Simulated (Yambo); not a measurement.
A G0W0@PBEsol run in Yambo for BeSe (zinc blende, space group F-43m, No. 216) under isotropic strain of -1.5 % on all lattice vectors (6×6×6 Γ-centred k mesh, bands 7 to 79 and a 10 Ry block in the screening, 79 bands in G with the Bruneval-Gonze terminator, plasmon pole fitted at 27.2 eV) gives these matrix elements, in eV, at the band edges (Γ → X):

| state | E0 | <Vxc> | <Σx> | <Σc(E0)> | Z |
|---|---|---|---|---|---|
| valence edge | 0.000 | -14.434 | -17.882 | 1.563 | 0.809 |
| conduction edge | 2.369 | -9.678 | -5.485 | -3.676 | 0.826 |

### Question
Solve the linearised quasiparticle equation for both states, give the gap, and say how exchange and correlation each act on it.

### Answer
E = E0 + Z(Σx + Σc − Vxc). Valence: 0.000 + 0.809 × (-17.882 + (1.563) − (-14.434)) = -1.53 eV. Conduction: 2.369 + 0.826 × (-5.485 + (-3.676) − (-9.678)) = 2.80 eV. The gap is 4.32 eV, against 2.37 eV in PBEsol. Replacing Vxc by bare exchange alone would open it by 7.64 eV; correlation takes back 5.24 eV of that, and Z scales what is left. Convergence of the G0W0 settings was not tested. Spin-orbit splittings are left out.

The standard potential for Se keeps a d shell in the valence without the s and p states of that shell. In tests on such compounds this moved G0W0 gaps by up to about 0.9 eV, so absolute quasiparticle energies here are unreliable; differences between settings are what counts.

Geometry strained from the cell relaxed with PBEsol, atoms relaxed again; primitive cell a = 3.573 Å, b = 3.573 Å, c = 3.573 Å, α = 60.00°, β = 60.00°, γ = 60.00°.
